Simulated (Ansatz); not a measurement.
The numbers come from plane-wave PAW DFT (Ansatz): r2SCAN, no spin polarisation, 500 eV, 6×6×6 Γ-centred k points, cold occupations (width 0.1605 eV). Nothing was relaxed.

Computed maps in the lattice plane spanned by b (left to right, 6.12 Å, 19 points from zero) and c (bottom to top, 6.12 Å, 19 points from zero), 90° apart, at height 0.254 along a. The fields are smooth PAW ones with compensation charges, not the true ones near nuclei.

Valence density. Digits on a logarithmic scale: 0 up to 0.03 e/Å³, each further digit a factor of 1.6, 9 from 1.3 e/Å³ up:
```
4556665445677765333
3467887655778775433
4579999866778876544
5689999976677776555
6689999975566666766
6689999964445567887
6668999753334567998
6556776543223467887
5444556654333456776
4333567765434566665
4334577876545677655
4334678887657999865
4445678877669999975
5566677776579999986
6677766655579999986
6788765443468999976
6788764322346888765
5677654323455665545
5566654334566654434
```

ELF. Ten even steps from '0' (0.05) to '9' (0.84):
```
3555432114899985100
2332333115999996200
3224566315999997322
4336546513899996434
5335325522578874233
5435556521245542233
4534554210001333223
4422211111000233333
4311125664101354444
4101479997411345555
2002699999611223344
2113799999612454323
3324799999414655532
5433689997215524633
5332367764125534534
4332234321114566535
4333332100011234325
4433343000233211124
4445553102688752112
```

Q: The cell is SbPdS. Which atoms lie within 0.2 Å of this plane, and where (fractions of b and c)?

A: Pd at (0.75, 0.25), Pd at (0.25, 0.75). The whole cell:
```yaml
crystal:
  lattice:
    - [6.11668, 0.00000, 0.00000]
    - [0.00000, 6.11668, 0.00000]
    - [0.00000, 0.00000, 6.11668]
  atoms:
    - { symbol: Pd, position: [0.25390, 0.74610, 0.24610] }
    - { symbol: Pd, position: [0.24610, 0.25390, 0.74610] }
    - { symbol: Pd, position: [0.75390, 0.75390, 0.75390] }
    - { symbol: Pd, position: [0.74610, 0.24610, 0.25390] }
    - { symbol: Sb, position: [0.12677, 0.12677, 0.12677] }
    - { symbol: Sb, position: [0.37323, 0.87323, 0.62677] }
    - { symbol: Sb, position: [0.62677, 0.37323, 0.87323] }
    - { symbol: Sb, position: [0.87323, 0.62677, 0.37323] }
    - { symbol: S, position: [0.63232, 0.86768, 0.13232] }
    - { symbol: S, position: [0.86768, 0.13232, 0.63232] }
    - { symbol: S, position: [0.13232, 0.63232, 0.86768] }
    - { symbol: S, position: [0.36768, 0.36768, 0.36768] }
```

Origin: a known structure type with other elements, at an estimated volume, so it need not be a known compound. Caveats: many states at the Fermi level without spin polarisation, so a magnetic state may lie lower; wide smearing.
